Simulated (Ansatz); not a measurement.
MgCdS₂:
```xyz
4
Lattice="4.1233 0.0000 0.0000 -2.0616 3.5709 0.0000 0.0000 0.0000 6.6720" Properties=species:S:1:pos:R:3 pbc="T T T"
Cd     0.0000     2.3806     0.0458
S      0.0000     2.3806     2.6120
Mg     2.0616     1.1903     3.3396
S      2.0616     1.1903     5.8121
```

DFT-PBE in the program Ansatz with PAW potentials gives a gap of 1.92 eV without spin–orbit coupling, maximum at Γ, minimum at Γ.

Question: What happens when spin–orbit coupling is switched on?

Answer: The gap drops by 0.02 eV, to 1.90 eV; maximum on the Γ–A line, 2 % of the way from Γ, minimum at Γ.

Space group P3m1. The start of the workflow was typed in or built on a structure type; neither database checked (COD, Materials Project) lists it. Its standing as an ambient phase is unchecked. The cell was relaxed with PBE under the symmetry of its start; whether a distortion lowers the energy is not shown. The volume moved by 27 % from the start of the relaxation.

Potentials: the earlier of the program's two PAW sets.
